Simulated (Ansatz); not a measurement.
**In₂Au: pressure against volume**

In₂Au, Fm-3m, a = 6.570 Å. The structure is a COD entry; whether it is the stable form wasn't checked. Ansatz: r2SCAN, PAW, 500 eV, Γ-centred 12×12×12 mesh on 3 atoms, Gaussian smearing 0.10 eV; no spin polarisation. Symmetry fixes shape and atoms, so the cell is only scaled; pressure is positive in compression.

| V (Å³/atom) | P (GPa) |
| --- | --- |
| 22.210 | 5.11 |
| 22.919 | 2.26 |
| 23.628 | 0.01 |
| 24.336 | -1.78 |
| 25.045 | ? |

Question: Take V0 = 23.628 Å³/atom, count pressures from its P0 = 0.01 GPa, fit the third-order Birch–Murnaghan form to the other rows, and predict the missing pressure.

Answer: With the Eulerian strain f = ½[(V0/V)^(2/3) − 1] and y = (P − P0)/[3f(1 + 2f)^(5/2)], the form is the line y = B0 + 1.5 B0 (B0′ − 4) f. Rows (f, y): 0.02106, 72.8; 0.01026, 69.5; -0.00975, 64.3. Means f = 0.007190, y = 68.867; Σ(Δf)² = 0.0004888, ΣΔfΔy = 0.1339; the slope is their ratio. y = 66.90 + 273.9 f GPa, so B0 = 66.9 GPa and B0′ = 4 + 2 × (273.9)/(3 × 66.90) = 6.73. At V = 25.045, f = -0.01904, y = 61.68 and P = -3.19 GPa. The run gave -3.15 GPa, so the fit is 0.04 GPa too low, a small miss on the scale of the series. The form still works here, 33 % of the fitted range beyond its end.

Spin–orbit coupling is left out, which can shift energies with elements as heavy as these.